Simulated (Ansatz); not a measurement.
## Axial (c/a) deformation path in Si

Method: Ansatz 0.2.0, DFT r2SCAN, scalar-relativistic, plane waves, PAW. Cutoff 500 eV, Γ-centred 24×24×22 k-points, Gaussian smearing of 0.15 eV. No spin polarisation. Energies are free energies at this smearing, counted from the undisturbed cell; pressure is positive in compression.

Reference structure (as given, not relaxed at this level; it stands at 2.1 GPa; this form isn't the usual structure):

```
CELL_PARAMETERS angstrom
2.62054 0.00000 0.00000
-1.31027 2.26946 0.00000
0.00000 0.00000 2.46635
ATOMIC_POSITIONS crystal
Si 0.00000 0.00000 0.00000
```

At fixed volume and fractional coordinates, lengths along (0.000, 0.000, 1.000) are scaled against those across it; ρ is that ratio over its starting value. The cell is metallic on the mesh throughout.

```tsv
ρ	ΔE (meV/atom)
0.800	511.2
0.850	237.2
0.920	53.5
0.960	11.0
1.000	0.0
1.050	18.8
1.100	69.9
1.200	222.6
1.300	404.2
```

Q: Predict the pressure (GPa) at each point.

A:
```csv
ρ,pressure (GPa)
0.800,19.1
0.850,10.8
0.920,4.6
0.960,2.9
1.000,2.1
1.050,2.0
1.100,2.7
1.200,6.3
1.300,11.5
```